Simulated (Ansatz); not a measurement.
**Equation of state of InPt₃**

A database entry relaxed whole under r2SCAN (Pm-3m):

```yaml
crystal:
  lattice:
    - [4.01559, 0.00000, 0.00000]
    - [0.00000, 4.01559, 0.00000]
    - [0.00000, 0.00000, 4.01559]
  atoms:
    - { symbol: In, position: [0.00000, 0.00000, 0.00000] }
    - { symbol: Pt, position: [0.50000, 0.50000, 0.00000] }
    - { symbol: Pt, position: [0.00000, 0.50000, 0.50000] }
    - { symbol: Pt, position: [0.50000, 0.00000, 0.50000] }
```

The cell was scaled uniformly, its shape held, and the atoms relaxed at each volume with plane-wave PAW DFT (Ansatz 0.2.0; r2SCAN, 500 eV, 8×8×8 Γ-centred mesh, fermi-dirac occupations of width 0.100 eV; no spin, no spin-orbit coupling). One row is withheld.

```tsv
volume (Å³/atom)	energy over the lowest (meV/atom)	pressure (GPa)
15.216	44.1	15.90
15.540	?	?
15.864	4.2	4.64
16.188	0.0	-0.01
16.512	4.6	-4.10
16.835	16.9	-7.69
17.159	36.0	-10.85
```

Q: Fit the pressures of the other rows to the third-order Birch-Murnaghan form.

A: With f = [(V₀/V)^(2/3) − 1]/2 and P = 3B₀f(1 + 2f)^(5/2)[1 + 3(B₀′ − 4)f/2], least squares gives V₀ = 16.19 Å³ an atom, B₀ = 218 GPa and B₀′ = 5.4; the rows miss the fit by less than 0.01 GPa. The slope of the energies differs from these pressures by 0.17 GPa, since they are taken to zero smearing while pressures follow the free energy.

Q: What does the withheld row hold?

A: The fit gives 9.91 GPa at 15.540 Å³; the run gave 9.91 GPa and 18.5 meV an atom.

Caveats: the shape of the cell was held; 0 K, fixed nuclei; the symmetry was kept, and this need not be the phase that is stable at 0 K; one mesh for all volumes; pressure is positive in compression.
